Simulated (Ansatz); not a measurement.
Bi₂TeO₂:
```xyz
5
Lattice="4.1021 0.0000 0.0000 -2.0510 3.5525 0.0000 0.0000 0.0000 7.4120" Properties=species:S:1:pos:R:3 pbc="T T T"
Bi     2.0510     1.1842     5.9231
Bi     0.0000     2.3683     1.4889
Te     0.0000     0.0000     3.7060
O      2.0510     1.1842     0.8454
O      0.0000     2.3683     6.5666
```

Relaxed with PBE. Special points in fractions of this cell's reciprocal vectors: Γ (0.000, 0.000, 0.000); M (0.500, 0.000, 0.000); K (0.333, 0.333, 0.000); A (0.000, 0.000, 0.500); L (0.500, 0.000, 0.500); H (0.333, 0.333, 0.500).

Problem. List the band energies nearest the Fermi level at these points for DFT-PBE with spin–orbit coupling in the program Ansatz with PAW potentials.

Solution. In eV from the Fermi level; about four levels below and three above (degenerate sets whole), none deeper than 8.9 eV; points with the same levels are listed once.

| k | below | above |
|---|---|---|
| Γ | -0.64 -0.64 -0.16 -0.16 | 1.13 1.13 1.27 1.27 |
| M | -1.41 -1.41 -1.04 -1.04 | 0.95 0.95 2.26 2.26 |
| K | -1.40 -1.40 -1.38 -1.38 | 0.56 0.56 1.34 1.34 |
| A | -0.35 -0.35 -0.10 -0.10 | 0.20 0.20 1.95 1.95 |
| L | -1.64 -1.64 -1.08 -1.08 | 0.17 0.17 2.59 2.59 |
| H | -1.69 -1.69 -1.66 -1.66 | 1.28 1.28 1.99 1.99 |

Space group P-3m1. The start of the workflow was typed in or built on a structure type; neither database checked (COD, Materials Project) lists it. Whether it is the stable phase at ambient conditions was not checked. The PBE relaxation kept the symmetry of its start; whether a distortion lowers the energy is not shown. The volume moved by 26 % from the start of the relaxation.

Potentials: the later of the program's two PAW sets.
